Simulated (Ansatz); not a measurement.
# Sensitivity of the gradients in SrLiSbS3 to the input

This input was run with Ansatz:

```yaml
crystal:
  lattice:
    - [5.93, 0.0, 0.0]
    - [0.0, 12.326, 0.0]
    - [-0.0431033297, 0.0, 7.9408830178]
  atoms:
    - { symbol: Li, position: [0.2535, 0.7363, 0.3642] }
    - { symbol: Li, position: [0.7465, 0.2363, 0.1358] }
    - { symbol: Li, position: [0.7465, 0.2637, 0.6358] }
    - { symbol: Li, position: [0.2535, 0.7637, 0.8642] }
    - { symbol: Sr, position: [0.75477, 0.57691, 0.15304] }
    - { symbol: Sr, position: [0.24523, 0.07691, 0.34696] }
    - { symbol: Sr, position: [0.24523, 0.42309, 0.84696] }
    - { symbol: Sr, position: [0.75477, 0.92309, 0.65304] }
    - { symbol: Sb, position: [0.73471, 0.90886, 0.15088] }
    - { symbol: Sb, position: [0.26529, 0.40886, 0.34912] }
    - { symbol: Sb, position: [0.26529, 0.09114, 0.84912] }
    - { symbol: Sb, position: [0.73471, 0.59114, 0.65088] }
    - { symbol: S, position: [0.331, 0.87992, 0.13616] }
    - { symbol: S, position: [0.669, 0.37992, 0.36384] }
    - { symbol: S, position: [0.669, 0.12008, 0.86384] }
    - { symbol: S, position: [0.331, 0.62008, 0.63616] }
    - { symbol: S, position: [0.8126, 0.77132, 0.36695] }
    - { symbol: S, position: [0.1874, 0.27132, 0.13305] }
    - { symbol: S, position: [0.1874, 0.22868, 0.63305] }
    - { symbol: S, position: [0.8126, 0.72868, 0.86695] }
    - { symbol: S, position: [0.7418, 0.06662, 0.34551] }
    - { symbol: S, position: [0.2582, 0.56662, 0.15449] }
    - { symbol: S, position: [0.2582, 0.93338, 0.65449] }
    - { symbol: S, position: [0.7418, 0.43338, 0.84551] }
kpoints:
  mp_grid: { grid: [5, 3, 4] }
scf:
  occupations: { method: fermi_dirac, width: 0.02 }
  lower_state_search: standard
hamiltonian:
  xc: pbe
  pseudopotentials: { kind: paw }
output:
  forces: true
  stress: true
  populations: true
  efg:
    quadrupole_moments_barn: { Li: -0.0401, Sr: 0.305, Sb: -0.543, S: -0.0694 }
    contact_densities: true
accuracy: medium
```

It converged. Of its output the block on the nuclei alone is shown, without the SCF iterations, energies, forces and stress (one atom of each set):

```
--- PAW observables at the nuclei: V_zz in 10²¹ V/m², potentials from the cell's mean, atoms counted from 1 ---
  atom   1  Li V_zz =    -0.112610   η = 0.4620   by run symmetry: allowed   C_q = +0.1092 MHz
            electrostatic potential = -168.335036 V   contact ρ = 94.312950 e/Å³
  atom   5  Sr V_zz =    -3.080447   η = 0.4647   by run symmetry: allowed   C_q = -22.7179 MHz
            electrostatic potential = -5507.046916 V   contact ρ = 401066.457093 e/Å³
  atom   9  Sb V_zz =   -21.769016   η = 0.3241   by run symmetry: allowed   C_q = +285.8202 MHz
            electrostatic potential = -8404.530267 V   contact ρ = 1350140.763350 e/Å³
  atom  13  S  V_zz =   +13.433326   η = 0.0540   by run symmetry: allowed   C_q = -22.5423 MHz
            electrostatic potential = -1633.035063 V   contact ρ = 19768.036593 e/Å³
  atom  17  S  V_zz =   +13.186770   η = 0.0747   by run symmetry: allowed   C_q = -22.1285 MHz
            electrostatic potential = -1633.079288 V   contact ρ = 19767.729702 e/Å³
  atom  21  S  V_zz =   +11.944331   η = 0.0511   by run symmetry: allowed   C_q = -20.0436 MHz
            electrostatic potential = -1632.982717 V   contact ρ = 19766.960030 e/Å³
```

Question: Can these gradients be trusted, and how do they compare with a run on standard settings?

Answer: They agree with the standard run. Against the standard input the change is `scf.lower_state_search`: not typed → standard; `accuracy`: not typed → medium. A site carries the number of its first atom; V_zz in 10²¹ V/m².

| site | V_zz standard | η standard | V_zz here | η here |
| --- | --- | --- | --- | --- |
| Li | -0.11 | 0.46 | -0.11 | 0.46 |
| Sr | -3.08 | 0.46 | -3.08 | 0.46 |
| Sb | -21.8 | 0.32 | -21.8 | 0.32 |
| S13 | 13.43 | 0.05 | 13.43 | 0.05 |
| S17 | 13.19 | 0.07 | 13.19 | 0.07 |
| S21 | 11.94 | 0.05 | 11.94 | 0.05 |

All printed values agree. SCF iterations: 7 and 7.

On the reference run: The largest force is 0.5 eV/Å, so the atoms aren't at the calculated equilibrium and relaxing them would move these values. Without spin–orbit coupling (the program notes it for Sb and Sr) the gradients are little affected as a rule: paired runs on crystals with a gap mostly move them by under 2 % at such atoms. With these PAW files V_zz is typically within 2 to 3 % of all-electron values, but misses above 10 % occur on Li, Sb.
